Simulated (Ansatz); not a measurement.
Sc: two-dimensional strain map

Method: DFT PBEsol, scalar-relativistic, plane waves, PAW in Ansatz. The runs took a 420 eV cutoff, a Γ-centred 18×18×10 mesh and Gaussian smearing (0.15 eV). No spin polarisation. Energies are free energies at this smearing, counted from the undisturbed cell; pressure is positive in compression.

The undisturbed cell (as given, not relaxed at this level; it stands at -2.8 GPa):

```yaml
crystal:
  lattice:
    - [3.30880, 0.00000, 0.00000]
    - [-1.65440, 2.86550, 0.00000]
    - [0.00000, 0.00000, 5.26800]
  atoms:
    - { symbol: Sc, position: [0.33333, 0.66667, 0.25000] }
    - { symbol: Sc, position: [0.66667, 0.33333, 0.75000] }
```

The cell is strained by p along both x and y and by q along z, fractional coordinates fixed. Points are written (p, q).

p was sampled at -0.030, -0.015, 0.000, 0.015, 0.030 and q at -0.030, -0.015, 0.000, 0.015, 0.030.

Question: Where on the computed points is the energy highest, and how high?

Answer: At (0.030, 0.030): 67.8 meV/atom.

Question: Away from (0, 0), which computed point is lowest?

Answer: (-0.015, -0.030): -13.4 meV/atom.

The map, in meV/atom:

```csv
p \ q,-0.030,-0.015,0.000,0.015,0.030
-0.030,-5.2,-5.3,-2.0,4.5,13.7
-0.015,-13.4,-11.3,-5.8,2.7,14.0
0.000,-11.5,-7.4,0.0,10.4,23.6
0.015,-0.3,5.6,14.7,26.9,41.8
0.030,19.1,26.8,37.6,51.4,67.8
```